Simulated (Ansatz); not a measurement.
# Ba2Fe, a known structure type with other elements, at an estimated volume

```xyz
6
Lattice="1.8017 3.1206 0.0000 -1.8017 3.1206 0.0000 0.0000 0.0000 14.2990" Properties=species:S:1:pos:R:3 pbc="T T T"
Fe   -0.0002    2.0805    3.5747
Fe   -0.0002    4.1608   10.7242
Ba   -0.0002    2.0805    8.9369
Ba   -0.0002    4.1608    1.7874
Ba   -0.0002    2.0805   12.5116
Ba    0.0000    4.1611    5.3621
```

Method: PBE, no spin polarisation; PAW, plane waves to 420 eV, 11×11×3 Γ-centred mesh, fermi-dirac occupations (width 0.1 eV) (Ansatz 0.2.0), atoms fixed.

Problem. Describe some of the short contacts.

Solution. Fe–Ba at 2.74 Å: least valence density 0.31 e/Å³ and ELF 0.21 there. Both are smooth PAW fields, read partly inside the augmentation spheres.

Problem. Is there a gap?

Solution. It is a metal, with about 7.1 states/eV a cell as the mean within 0.25 eV of the Fermi level, mostly Fe d (70 %).

Problem. Which element gives electrons and which takes them?

Solution. Bader charges in e: Ba +0.35, Fe -0.70. In the mean Ba gives up most and Fe takes most.

Problem. Is the cell too large or too small?

Solution. The pressure is 10.3 GPa (compression positive), so with the atoms held at these fractions the cell would first expand; the forces are large, so a full relaxation may end otherwise. The principal stresses 9.5, 10.7, 10.7 GPa differ, so its shape would change too.

Origin: a known structure type with other elements, at an estimated volume, so it need not be a known compound. Caveats: no spin polarisation, so a magnetic state may lie lower.
